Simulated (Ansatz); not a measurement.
Al$_{3}$GaN$_{4}$: clamped-ion elastic tensor

Computed with Ansatz 0.2.0, DFT LDA, scalar-relativistic, plane waves, PAW. Cutoff 420 eV, 6×6×6 k-points (Γ-centred), fixed occupations. No spin polarisation.

Equilibrium structure at this level:
```xyz
8
Lattice="4.3702 0.0000 0.0000 0.0000 4.3702 0.0000 0.0000 0.0000 4.3702" Properties=species:S:1:pos:R:3 pbc="T T T"
Al    2.1851    2.1851    0.0000
Al    2.1851    0.0000    2.1851
Al    0.0000    2.1851    2.1851
Ga    0.0000    0.0000    0.0000
N     3.2554    3.2554    1.1149
N     3.2554    1.1149    3.2554
N     1.1149    3.2554    3.2554
N     1.1149    1.1149    1.1149
```

Question: Give the clamped-ion elastic constants (GPa, Voigt order xx yy zz yz xz xy, on the axes of the cell above).

Answer:
C11 = 298.1, C12 = 163.8, C13 = 163.8, C22 = 298.1, C23 = 163.8, C33 = 298.1, C44 = 225.0, C55 = 225.0, C66 = 225.0 GPa; the others vanish.

Question: And the moduli of a polycrystal (Hill averages)?

Answer: B = 209 GPa, G = 139 GPa, E = 341 GPa, ν = 0.23.

Whether Al3GaN4 exists in this form wasn't checked.

Cost: 1 run of about 3.8 core-minutes, on Intel Xeon Processor @ 2.50GHz (Skylake/Cascade Lake) (shared hosts).